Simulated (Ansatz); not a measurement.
Consider a crystal of Sr4HfO in space group F-43m (No. 216), with Sr on 16e; Hf on 4c; O on 4d.

Theory: DFT PBE, scalar-relativistic, plane waves, PAW (Ansatz 0.2.0). Cutoff 420 eV, Γ-centred mesh, Gaussian smearing, no spin polarisation.

Formation energies are uncorrected and refer to the elements' standard structures at the same level (O₂ as a molecule).

Task: Which cell and coordinates does it relax to?

Result:

Space group F-43m (No. 216). a = 10.714 Å, b = 10.714 Å, c = 10.714 Å, α = 90.00°, β = 90.00°, γ = 90.00°
```csv
atom,site,symmetry,x,y,z
Sr,16e,.3m,0.1259,0.1259,0.8741
Hf,4c,-43m,0.2500,0.2500,0.2500
O,4d,-43m,0.2500,0.2500,0.7500
```

Around Sr lie 1 O at 2.30 Å, 6 Sr at 3.76–3.82 Å and 3 Hf at 4.44 Å; Hf has 12 Sr at 4.44 Å; O has 4 Sr at 2.30 Å. Another local minimum with the same sites may exist.

Task: And its energy and gap?

Result: The energy over the elements is +0.05 eV/atom and the gap on the 6×6×6 mesh of the 6-atom cell is 0 eV (a metal). It can't be a ground state, since the elements alone are lower.

The last run used Gaussian smearing of 0.10 eV. Spin–orbit coupling, which can matter for Hf, is left out. The cell is a metal run without spin; a magnetic state may lie lower. Symmetry constrained the relaxation, so the result can be a saddle point. Another cell of Sr4HfO relaxed alike, in P-6m2, lies 0.52 eV/atom lower, so this cell isn't the stable form at this level.
